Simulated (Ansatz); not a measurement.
## Two-dimensional strain map in Al₃GaN₄

Computed with DFT PBEsol, scalar-relativistic, plane waves, PAW (Ansatz 0.2.0). Cutoff 420 eV, Γ-centred 6×8×4 k-points, Gaussian smearing of 0.05 eV. No spin polarisation. Energies are free energies at this smearing, counted from the undisturbed cell; pressure is positive in compression.

Reference structure (relaxed at this level; it needn't be the usual structure):

```
CELL_PARAMETERS angstrom
5.04341 0.00000 0.00011
0.00000 3.13007 0.00000
-0.00324 0.00000 5.41799
ATOMIC_POSITIONS crystal
Al 0.50023 0.50000 0.16733
Al 0.00092 0.50000 0.83481
Al 0.00109 0.00000 0.33169
Ga 0.49942 0.00000 0.66620
N 0.11117 0.00000 0.66633
N 0.12245 0.50000 0.16716
N 0.62512 0.50000 0.84019
N 0.62319 0.00000 0.32629
```

The cell is strained by p along both x and y and by q along z, fractional coordinates fixed. Points are written (p, q).

p was sampled at -0.080, -0.040, 0.000, 0.040, 0.080 and q at -0.080, -0.040, 0.000, 0.040, 0.080.

**Question.** Where on the computed points is the energy highest, and how high?

**Answer.** At (-0.080, -0.080): 488.8 meV/atom.

**Question.** Away from (0, 0), which computed point is lowest?

**Answer.** (0.000, 0.040): 21.2 meV/atom.

The map, in meV/atom:

```
 p \ q  -0.080  -0.040  0.000  0.040  0.080
-0.080   488.8   344.5  270.0  248.4  267.0
-0.040   221.1   107.9   60.6   63.2  103.5
 0.000   113.3    25.7    0.0   21.2   77.7
 0.040   123.3    57.0   48.8   84.5  153.0
 0.080   218.0   170.2  176.4  223.5  301.1
```